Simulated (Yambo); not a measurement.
```xyz
2
Lattice="0.0000 2.9406 2.9406 2.9406 0.0000 2.9406 2.9406 2.9406 0.0000" Properties=species:S:1:pos:R:3 pbc="T T T"
P      4.4108     4.4108     4.4108
In     0.0000     0.0000     0.0000
```

InP (zinc blende, space group F-43m, No. 216): G0W0@PBEsol in Yambo (4×4×4 Γ-centred k mesh, 115 bands and a 10 Ry block in the screening, 115 bands in G with the Bruneval-Gonze terminator, plasmon pole fitted at 27.2 eV) on wavefunctions from Quantum ESPRESSO. With the symmetry operations that carry no fractional translation, the mesh has 8 irreducible k points, and the gap Γ → Γ is 1.010 eV.

Task: What changes when point-group symmetry is switched off and time reversal alone is kept?

Result: The mesh then has 36 irreducible points. The exact result doesn't change; the run gives 1.005 eV, and the difference is numerical residue, whose source wasn't traced. Rough time against the symmetric run: about 4× for the empty bands, about 4× for Yambo (2 states against 4).

Spin-orbit coupling is not included.

Geometry relaxed with PBEsol.
